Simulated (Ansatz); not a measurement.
A: Sn (beta-Sn type, space group I4_1/amd), a = b = 5.9470 Å, c = 3.2123 Å, α = β = γ = 90.00°
B: Ti (hcp, Mg type), a = b = 2.9390 Å, c = 4.6501 Å, α = β = 90.00°, γ = 120.00°
C: Se (trigonal-Se type, space group P3_121), a = 4.5345 Å, b = 4.5345 Å, c = 5.0415 Å, α = 90.00°, β = 90.00°, γ = 120.00°

Scan: energy against volume (even scaling of the relaxed cell, symmetry kept). All come from one method, each on a k mesh of its own. All were relaxed with their symmetry unable to fall. Ti is run without spin polarisation.

Question: Rank these by bulk modulus at fixed cell shape (fitted) (highest first), as PBE (plane waves to 420 eV, PAW, scalar-relativistic; Ansatz, a program for electronic structure) gives it.

Answer: B (112 GPa), A (47.5 GPa), C (13.8 GPa)

(A scan under strain: stresses follow from slopes of the energy per volume, elastic moduli from its curvatures.)
